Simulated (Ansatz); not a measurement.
Here is the system:

CdSe:
```yaml
crystal:
  lattice:
    - [3.48428, 2.02398, 0.00000]
    - [-3.48428, 2.02398, 0.00000]
    - [-2.36372, 0.00000, 6.57075]
  atoms:
    - { symbol: Cd, position: [0.50000, 0.00000, 0.00000] }
    - { symbol: Cd, position: [0.00000, 0.50000, 0.50000] }
    - { symbol: Se, position: [0.28500, 0.28500, 0.25000] }
    - { symbol: Se, position: [0.71500, 0.71500, 0.75000] }
```

This is the HSE06-relaxed structure. Cartesian axes are those of the cell as given.

Problem. All from plane-wave PAW HSE06 (Ansatz code), unless another level is named. Predict the smallest direct gap on the standard path.

Solution. 0.77 eV.

Problem. And the band gap?

Solution. 0.66 eV (indirect).

Problem. What about the valence-band maximum?

Solution. on the Γ–C line, 57 % of the way from Γ (k = 0.193, 0.198, 0.005 in fractions of the reciprocal vectors).

Space group C2/c. A made-up cell: these elements were put on the sites of a structure type; neither database checked (COD, Materials Project) lists it. It is not the phase usual at ambient conditions (space group No. 186, 216). The HSE06 relaxation kept the symmetry of its start; its stability against distortions is not shown here. The hybrid was solved on a coarse mesh, the path and, where they were found, the r²SCAN edge points; its band edges are the extreme levels among these. Spin–orbit coupling is left out wherever it is not named.

Potentials: the later of the program's two PAW sets.
